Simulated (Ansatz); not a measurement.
These are results of DFT PBE, scalar-relativistic, plane waves, PAW, and for the lanthanide a 4f-in-core norm-conserving potential (Ansatz 0.2.0), not measurements. Settings: cutoff 690 eV, Γ-centred meshes spaced at most about 0.3 Å⁻¹, and about 0.25 Å⁻¹ or finer for metals (2π included), Gaussian smearing. No spin polarisation in the final relaxations.

All energies are static (0 K, no zero-point motion). All come from trial cells, and lower structures may exist.

Question: Which of these relaxed structures of HoAuCl₄ is the lowest in energy?
A.

```
Ho Au Cl
1.0
     4.84144    0.00000    0.00000
    -2.42072    4.19281    0.00000
     0.00000    0.00000    6.49568
Ho Au Cl
1 1 4
Direct
  0.00000 0.00000 0.50000
  0.00000 0.00000 0.00000
  0.33333 0.66667 0.73261
  0.33333 0.66667 0.26739
  0.66667 0.33333 0.26739
  0.66667 0.33333 0.73261
```

B.

```
Ho Au Cl
1.0
     5.14011    0.00000    0.00000
     0.00000    5.14011    0.00000
     0.00000    0.00000    8.55130
Ho Au Cl
1 1 4
Cartesian
  0.0000 0.0000 0.0000
  2.5701 2.5701 4.2756
  2.5701 0.0000 0.0000
  0.0000 2.5701 0.0000
  0.0000 0.0000 2.6249
  0.0000 0.0000 5.9264
```

C.

```
Ho Au Cl
1.0
     0.00000    4.05244    4.05244
     4.05244    0.00000    4.05244
     4.05244    4.05244    0.00000
Ho Au Cl
1 1 4
Direct
  0.75000 0.75000 0.75000
  0.00000 0.00000 0.00000
  0.37486 0.37486 0.37486
  0.87541 0.37486 0.37486
  0.37486 0.37486 0.87541
  0.37486 0.87541 0.37486
```

Answer: B. It has space group P4/mmm (No. 123); the next, A, with space group P6/mmm (No. 191), lies 0.48 eV/atom higher. Counting Cl atoms around Au and Ho (those within 1.25 times the shortest such distance or 1.15 times the sum of covalent radii, 1.27 where that leaves under three; a plus sign parts nearer from farther groups; the shortest distance is added where it exceeds 1.18 times the sum of covalent radii), the lowest has Ho 6, Au 8+8 from 4.0 Å and the next has Ho 12, Au 12 from 3.3 Å.

Weakly bound directions are ill-defined at this level, which has no dispersion term (P4/mmm), and this can change margins and order among such cells. Spin–orbit coupling, which can matter for Au, is left out. Cells relaxed within their symmetry can be saddle points. Some candidate types were left out of the draw beforehand, so a known form may be missing.

The lanthanide is trivalent by construction, without f bands, f moments or other valences.
